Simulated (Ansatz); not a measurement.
Consider the following.

WSeS:
```xyz
6
Lattice="3.1873 0.0000 0.0000 -1.5937 2.7603 0.0000 0.0000 0.0000 12.4997" Properties=species:S:1:pos:R:3 pbc="T T T"
W      0.0000     1.8402     3.2487
W      1.5937     0.9201     9.2510
Se     0.0000     1.8402    10.9516
Se     1.5937     0.9201     1.5481
S      1.5937     0.9201     4.7769
S      0.0000     1.8402     7.7228
```

This is the LDA-relaxed structure.

### Question
All from DFT-LDA in the program Ansatz with PAW potentials, unless another level is named. Give the hole effective mass.

### Answer
0.62, 0.62, 1.6 mₑ (principal values).

### Question
Predict the smallest direct gap on the standard path.

### Answer
1.76 eV.

### Question
What about the electron effective mass?

### Answer
0.43, 0.46, 0.53 mₑ (principal values).

Space group P-3m1. The workflow started from a Materials Project entry (that database holds measured and hypothetical structures alike); the Crystallography Open Database copy checked does not list it. Whether it is the stable phase at ambient conditions was not checked. The LDA relaxation kept the symmetry of its start; its stability against distortions is not shown here. The run is not spin-polarised. A crystal of weakly bound layers computed without a dispersion correction: the cell and the soft elastic constants depend strongly on that. Scalar-relativistic: spin–orbit coupling is off unless named, which matters more the heavier the elements.

Potentials: the later of the program's two PAW sets.
